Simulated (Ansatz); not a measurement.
**Ca3PbO (anti-perovskite): frozen-phonon scan**

Ca3PbO (anti-perovskite)

```yaml
crystal:
  lattice:
    - [9.45629, 0.00000, 0.00000]
    - [4.72814, 4.72814, 0.00000]
    - [4.72814, 0.00000, 4.72814]
  atoms:
    - { symbol: Ca, position: [0.00000, 0.00000, 0.50000] }
    - { symbol: Ca, position: [0.50000, 0.00000, 0.50000] }
    - { symbol: Ca, position: [0.50000, 0.50000, 0.50000] }
    - { symbol: Ca, position: [0.00000, 0.50000, 0.50000] }
    - { symbol: Ca, position: [0.00000, 0.50000, 0.00000] }
    - { symbol: Ca, position: [0.50000, 0.50000, 0.00000] }
    - { symbol: Pb, position: [0.00000, 0.00000, 0.00000] }
    - { symbol: Pb, position: [0.50000, 0.00000, 0.00000] }
    - { symbol: O, position: [0.75000, 0.50000, 0.50000] }
    - { symbol: O, position: [0.25000, 0.50000, 0.50000] }
```

The atoms are displaced by Q × the pattern below (from a DFPT mode at R = (0.5, 0.5, 0.5), largest move 1; Q in Å), at fixed cell. It is one choice among 3 degenerate patterns. (q is in reciprocal vectors of the primitive cell; the cell shown is doubled to hold the pattern.)

```
atom       x       y       z
----  ------  ------  ------
Ca1    0.000   0.000   1.000
Ca2    0.000   0.000  -1.000
Ca5    0.000   1.000   0.000
Ca6    0.000  -1.000   0.000
Pb7   -0.058   0.000   0.000
Pb8    0.058   0.000   0.000
```

Atoms not listed stay in place.

Calculation: LDA (plane waves to 420 eV, PAW, scalar-relativistic; Ansatz, a first-principles code). k mesh 10×10×10 (Γ-centred), Fermi-Dirac smearing 0.05 eV. E stands for the smeared free energy. With partly filled bands, energies and forces of such displacements shift with the k mesh and the smearing. At this level the bands of Ca3PbO touch or barely overlap. Ca3PbO was relaxed with its symmetry unable to fall. Spin-orbit coupling is left out, though Pb is heavy. The zero of ΔE is the undisplaced structure.

```
Q (Å)   ΔE (eV/cell)  −dE/dQ from forces (eV/Å)
------  ------------  -------------------------
-0.100         0.154                      3.083
-0.083         0.107                      2.564
-0.067         0.068                      2.048
-0.050         0.038                      1.534
-0.033         0.017                      1.021
-0.017         0.004                      0.511
0.000          0.000                      0.000
0.017          0.004                     -0.511
0.033          0.017                     -1.021
0.050          0.038                     -1.534
0.067          0.068                     -2.048
0.083          0.107                     -2.564
0.100          0.154                     -3.083
```

Summary:

* **Energy at Q = 0.100 Å**: 154 meV/cell
* **Space group of the distorted cell**: I4/mmm (No. 139), lowered from Pm-3m
* **Symmetry of the curve**: even: the same for both signs
* **Shape of the curve**: a single well with its minimum at or next to zero displacement
* **Harmonic wavenumber from the curvature (finite differences)**: 227 cm⁻¹
* **Wavenumber by perturbation theory (DFPT, on another k mesh)**: 227 cm⁻¹

(A displaced cell: forces are minus the slopes of the energy, force constants its curvatures, and phonons follow from these.)
